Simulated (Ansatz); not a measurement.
An Ansatz (a program for electronic structure) run. Input:

Ansatz 0.2 input:
```yaml
crystal:
  lattice:
    - [0.0, 3.2714289065, 3.2714289065]
    - [3.2714289065, 0.0, 3.2714289065]
    - [3.2714289065, 3.2714289065, 0.0]
  atoms:
    - { symbol: Rb, position: [0.0, 0.0, 0.0] }
    - { symbol: Cl, position: [0.5, 0.5, 0.5] }
kpoints:
  mp_grid: { grid: [6, 6, 6] }
  band_path:
    path:
      - [[0.0, 0.0, 0.0], [0.5, 0.0, 0.5], [0.625, 0.25, 0.625]]  # Γ-X-U
      - [[0.375, 0.375, 0.75], [0.0, 0.0, 0.0], [0.5, 0.5, 0.5], [0.5, 0.25, 0.75], [0.5, 0.0, 0.5]]  # K-Γ-L-W-X
      - [VBM, CBM]
    npoints: 12
basis: { xc_grid: 2 }
hamiltonian:
  xc: pbesol
  pseudopotentials: { kind: paw }
magnetization: { noncollinear: true, spin_orbit: true }
scf:
  n_extra_bands: 12
  convergence: { dr2_threshold: 0.0000000001 }
  occupations: { method: gaussian, width: 0.01 }
checkpoint: { write: soc.run }
output: { eigenvalues: true }
```

Output (shortened):

```
Pseudopotential: Rb, paw_fr, valence charge 9
Pseudopotential: Cl, paw_fr, valence charge 7
Functional definition: PBEsol
non-collinear run that drives no moment, with spin-orbit …
Crystal: 2 atoms, lattice volume = 70.023 Å³
Basis set: ecut = 420 eV, 1363 PW (Γ), exchange–correlation on 64×64×64 points (8 copies of the dense FFT grid, shifted against one another)
Bands: 28, of which v1, the nominal top of the filled ones, is band 16 counted from 1 (15 counted from 0)
Symmetry: 48 space group operations + 48 with time reversal
k-points: 16 of 216
Projection manifold: j_resolved (fully-relativistic pseudo-atomic orbitals)
SCF iter   1: F=—  HF=-4282.954321 eV  |F-HF|=—  |Δ(HF+E_count)|=         —  Δρ=4.05e-2  dr2=2.06e0  dr2_m=0.00e0 (ungated)  ethr=3.10e-3  |M|=0.00e0 ∫|m|=0.00e0 μB  |m|>n=0.0e0 m-floor=0.0e0 τ_xc=0.0e0  β_m=0.30  ⟨swp⟩=9.1  Hψ=1311  notcnv=0  defer=6
preconditioner: auto → none
SCF iter   2: F=—  HF=-4282.267139 eV  |F-HF|=—  |Δ(HF+E_count)|=   6.87e-1  Δρ=1.37e-2  dr2=2.58e-1  dr2_m=0.00e0 (ungated)  ethr=3.10e-3  |M|=0.00e0 ∫|m|=0.00e0 μB  |m|>n=0.0e0 m-floor=0.0e0 τ_xc=0.0e0  β_m=0.37  ⟨swp⟩=3.7  Hψ=476  notcnv=0  defer=118
SCF iter   3: F=—  HF=-4282.183194 eV  |F-HF|=—  |Δ(HF+E_count)|=   8.39e-2  Δρ=4.67e-3  dr2=2.43e-2  dr2_m=0.00e0 (ungated)  ethr=1.61e-3  |M|=0.00e0 ∫|m|=0.00e0 μB  |m|>n=0.0e0 m-floor=0.0e0 τ_xc=0.0e0  β_m=0.50  ⟨swp⟩=2.6  Hψ=314  notcnv=0  defer=118
SCF iter   4: F=—  HF=-4282.190974 eV  |F-HF|=—  |Δ(HF+E_count)|=   7.78e-3  Δρ=1.74e-3  dr2=2.18e-3  dr2_m=0.00e0 (ungated)  ethr=1.52e-4  |M|=0.00e0 ∫|m|=0.00e0 μB  |m|>n=0.0e0 m-floor=0.0e0 τ_xc=0.0e0  β_m=0.65  ⟨swp⟩=2.2  Hψ=303  notcnv=0  defer=118
SCF iter   5: F=—  HF=-4282.193287 eV  |F-HF|=—  |Δ(HF+E_count)|=   2.31e-3  Δρ=1.61e-4  dr2=1.58e-5  dr2_m=0.00e0 (ungated)  ethr=1.36e-5  |M|=0.00e0 ∫|m|=0.00e0 μB  |m|>n=0.0e0 m-floor=0.0e0 τ_xc=0.0e0  β_m=0.79  ⟨swp⟩=3.1  Hψ=459  notcnv=0  defer=118
SCF iter   6: F=—  HF=-4282.193323 eV  |F-HF|=—  |Δ(HF+E_count)|=   3.63e-5  Δρ=1.94e-5  dr2=1.75e-7  dr2_m=0.00e0 (ungated)  ethr=9.85e-8  |M|=0.00e0 ∫|m|=0.00e0 μB  |m|>n=0.0e0 m-floor=0.0e0 τ_xc=0.0e0  β_m=0.90  ⟨swp⟩=2.0  Hψ=326  notcnv=0  defer=118
SCF iter   7: F=—  HF=-4282.193325 eV  |F-HF|=—  |Δ(HF+E_count)|=   1.97e-6  Δρ=1.65e-6  dr2=3.01e-9  dr2_m=0.00e0 (ungated)  ethr=1.10e-9  |M|=0.00e0 ∫|m|=0.00e0 μB  |m|>n=0.0e0 m-floor=0.0e0 τ_xc=0.0e0  β_m=0.93  ⟨swp⟩=2.1  Hψ=274  notcnv=0  defer=118
SCF iter   8: F=-4282.193325 eV  HF=-4282.193325 eV  |F-HF|=1.36e-11  |Δ(HF+E_count)|=   3.95e-9  Δρ=1.54e-7  dr2=1.00e-11  dr2_m=0.00e0 (ungated)  ethr=1.00e-12  |M|=0.00e0 ∫|m|=0.00e0 μB  |m|>n=0.0e0 m-floor=0.0e0 τ_xc=0.0e0  ⟨swp⟩=10.0  Hψ=1402  notcnv=0
SCF 1 converged in 8 iterations: F = -4282.193325 eV  dr2 = 1.00e-11
NSCF: frozen V_eff on 16 k-points
NSCF: frozen V_eff on 16 k-points
NSCF: frozen V_eff on 4 k-points
NSCF: frozen V_eff on 4 k-points
NSCF: frozen V_eff on 2 k-points
NSCF: frozen V_eff on 2 k-points
NSCF: frozen V_eff on 2 k-points
NSCF: frozen V_eff on 87 k-points
SCF converged after 8 iterations
Magnetization: |M| = 0.0000 μB,  M = (+0.0000, +0.0000, +0.0000) μB
Absolute magnetization: 0.0000 μB (∫|m|)
  site 0: m = (+0.0000, +0.0000, +0.0000) μB, |m| = 0.0000 μB  (R = 1.35 Å)
  site 1: m = (+0.0000, +0.0000, +0.0000) μB, |m| = 0.0000 μB  (R = 1.35 Å)
Free energy (F): -4282.193325 eV
Harris-Foulkes:  -4282.193325 eV  (|F-HF|=1.36e-11)
Internal energy: -4282.193325 eV  (E = F + TS)
E sigma→0 (E₀):  -4282.193325 eV
Fermi energy:    3.513289 eV
--- Per-component energies (eV) ---
  E_band       = -104.801290
  E_kinetic    = 354.478236
  E_local      = -803.156066  (includes V_loc(G=0)·N_el)
  E_nonlocal   = 203.637089
  E_hartree    = 217.161354
  E_xc         = -235.937204
  E_vxc        = -258.554214  (∫ρ·V_xc dr)
  E_paw        = -3211.606936  (= ΣΔE_a)
  E_vpaw       = -35.529068  (= ΣTr[D̂ρ^β])
  E_aug_tail   = 0.000093  (compensation charges beyond the density's cutoff)
  E_ewald      = -806.972539
  E_core_change = 0.202650  (= ΣΔE_core)
  E_smearing   =  0.000000  (= −TS)
  E_closure    = 0.000000  (closes the sum)
  Σ components = -4282.193325   (vs F -4282.193325, Δ=0.00e0)
  [band-id]    e_kinetic+e_local+e_nonlocal+2·e_hartree+e_vxc+e_vpaw+e_augmentation_tail = -104.801223   (vs E_band -104.801290, Δ=6.62e-5)
--- Band table (eV; the first three rows and the last of 16) ---
  k-point 0: bands = ["-22.7846", "-22.7846", "-10.9420", "-10.9420", "-7.4461", "-7.4461", "-6.5628", "-6.5628", "-6.5628", "-6.5628", "0.9501", "0.9501", "1.0870", "1.0870", "1.0870", "1.0870", "5.9396", "5.9396", "8.9417", "8.9417", "8.9417", "8.9417", …
  k-point 1: bands = ["-22.7801", "-22.7801", "-10.9600", "-10.9600", "-7.4435", "-7.4435", "-6.5661", "-6.5661", "-6.5605", "-6.5605", "0.7456", "0.7456", "0.9243", "0.9243", "0.9885", "0.9885", "6.5793", "6.5793", "8.7641", "8.7641", "9.2942", "9.2942", …
  k-point 2: bands = ["-22.7712", "-22.7712", "-10.9955", "-10.9955", "-7.4386", "-7.4386", "-6.5724", "-6.5724", "-6.5559", "-6.5559", "0.3134", "0.3134", "0.7324", "0.7324", "0.8034", "0.8034", "7.9321", "7.9321", "8.7666", "8.7666", "10.2716", "10.2716", …
  k-point 15: bands = ["-22.7615", "-22.7615", "-10.9187", "-10.9187", "-7.5713", "-7.5713", "-6.7782", "-6.7782", "-6.6366", "-6.6366", "0.6442", "0.6442", "0.7585", "0.7585", "0.8702", "0.8702", "7.8267", "7.8267", "9.5207", "9.5207", "9.8139", "9.8139", …
```

Cost: around 40 core-seconds (rough) on shared cores.

Space group Fm-3m (rock salt). The cell was relaxed with PBEsol under the symmetry of its start.

Potentials: the later of the program's two PAW sets.

Ansatz is a plane-wave DFT program.
